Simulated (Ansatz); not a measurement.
SnO$_{2}$ (rutile, P4_2/mnm), DFT-r²SCAN in the program Ansatz with PAW potentials, all energies at zero smearing, with the estimated change up to a 700 eV cutoff added, with one set of potentials and settings (totals compare only within such a set). Cell of 6 atoms (2 Sn, 4 O): -14352.583 eV.

```json
[
 {"element": "Sn", "reference phase": "Fd-3m, 2 atoms in the cell", "E (eV/atom)": "-6038.7047"},
 {"element": "O", "reference phase": "C2/m, 4 atoms in the cell, spin-polarised", "E (eV/atom)": "-566.0346"}
]
```

Formation energy per atom, worked out: (-14352.583 − 2×(-6038.7047) − 4×(-566.0346))/6 = -1.839 eV/atom (-177 kJ per mol of atoms), at 0 K, without zero-point energy or fitted corrections.

The cell was relaxed with r²SCAN under the symmetry of its start. The references are the lowest solids computed at this level, not always the standard phases (solids in place of the gases). Scalar-relativistic: spin–orbit coupling is off unless named, which matters more the heavier the elements.

Potentials: the earlier of the program's two PAW sets.
